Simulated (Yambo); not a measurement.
```
SiO2
1.0
    5.06109     0.00000     0.00000
   -2.53055     4.38303     0.00000
    0.00000     0.00000     5.54050
O Si
6 3
Cartesian
  2.53055   2.55417   2.77025
 -0.94670   3.46860   4.61708
  1.58384   0.91443   0.92342
  0.00000   1.82886   2.77025
  3.47725   0.91443   4.61708
  0.94670   3.46860   0.92342
 -1.26527   2.19152   3.69367
  2.53055   0.00000   0.00000
  1.26527   2.19152   1.84683
```

The geometry is that of Materials Project entry mp-6922, symmetrised and not relaxed again.

Task: Where are the main features of Im ε from TDDFT with the adiabatic LDA kernel on LDA bands (Yambo; 6×6×4 mesh, 95 bands, 3 Ry local-field block, 0.2 eV broadening; field along x)?

Result: Peaks at 9.6 eV (2.7), 12.4 eV (2.1), 17.2 eV (1.9), heights in brackets. Structure narrower than a few tenths of an eV can come from the finite k mesh. Convergence of the RPA response with its 6×6×4 mesh was not tested. No excitonic effects at this level. 

This is not the ordinary phase of the substance.
